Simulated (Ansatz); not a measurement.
Relaxed ZnO (wurtzite):

```
ZnO
1.0
    3.23518     0.00000     0.00000
   -1.61759     2.80175     0.00000
    0.00000     0.00000     5.21141
Zn O
2 2
Direct
  0.66667   0.33333   0.00241
  0.33333   0.66667   0.50241
  0.66667   0.33333   0.62279
  0.33333   0.66667   0.12279
```

Scan: atom 3 (O, nearest neighbour Zn at 1.970 Å; its periodic images, 3.2 Å or more away, move with it) is displaced along Cartesian [111], direction (0.577, 0.577, 0.577) in Cartesian axes, by s. The other atoms stay.

Computed with r2SCAN (plane waves to 500 eV, PAW, scalar-relativistic; Ansatz, a program for electronic structure). k mesh 9×9×5 (Γ-centred), Fermi-Dirac smearing 0.05 eV. F∥ is the force on the atom along that direction. F⊥ is the part of the force across the line. ZnO was relaxed with its symmetry unable to fall. 

| s (Å) | F∥ (eV/Å) | |F⊥| (eV/Å) |
|---|---|---|
| -0.390 | 3.798 | 2.168 |
| -0.312 | 3.030 | 1.291 |
| -0.234 | 2.268 | ___ |
| -0.156 | 1.509 | ___ |
| -0.078 | 0.752 | 0.131 |
| 0.000 | 0.000 | 0.000 |
| 0.078 | -0.742 | 0.148 |
| 0.156 | -1.463 | 0.346 |
| 0.234 | -2.149 | ___ |
| 0.312 | -2.781 | 0.874 |
| 0.390 | ___ | 1.186 |

What belongs in the gaps?


- -0.234, |F⊥| (eV/Å): 0.696
- -0.156, |F⊥| (eV/Å): 0.331
- 0.234, |F⊥| (eV/Å): 0.591
- 0.390, F∥ (eV/Å): -3.337

(A displaced cell: forces are minus the slopes of the energy, force constants its curvatures, and phonons follow from these.)
